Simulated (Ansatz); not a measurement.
I (molecular I2 type), relaxed with PBEsol (Ansatz, a quantum-chemistry and plane-wave program, plane waves, PAW): a = 7.5064 Å, b = 4.3923 Å, c = 9.6237 Å, α = β = γ = 90.00°.

| Property | Value |
|---|---|
| gap (eV) | 0.79 |
| B₀ by P(V) fit (GPa) | 8.5 |
| K_Hill (GPa) | 12.8 |
| G_Hill (GPa) | 9.1 |
| Θ_D (K) | 126 |

The same phase is relaxed and computed with r²SCAN in the same code. What are the cell and these values now?

a = 7.742 Å, b = 4.636 Å, c = 9.854 Å, α = β = γ = 90.00°.

* **gap (eV)**: 1.23
* **B₀ by P(V) fit (GPa)**: 7.4
* **K_Hill (GPa)**: 9.3
* **G_Hill (GPa)**: 6.2
* **Θ_D (K)**: 106

Weakly bound layers, chains or molecules computed without a dispersion correction, so cells and soft constants are ill determined: I, molecular I2 type with PBEsol; I, molecular I2 type with r²SCAN. All cells were relaxed under the symmetry of their starts (and spin orders); stability against distortions was not tested throughout. Scalar-relativistic: spin–orbit coupling is off unless named, which matters more the heavier the elements.

Potentials: the later of the program's two PAW sets.

Ansatz is a plane-wave DFT program.
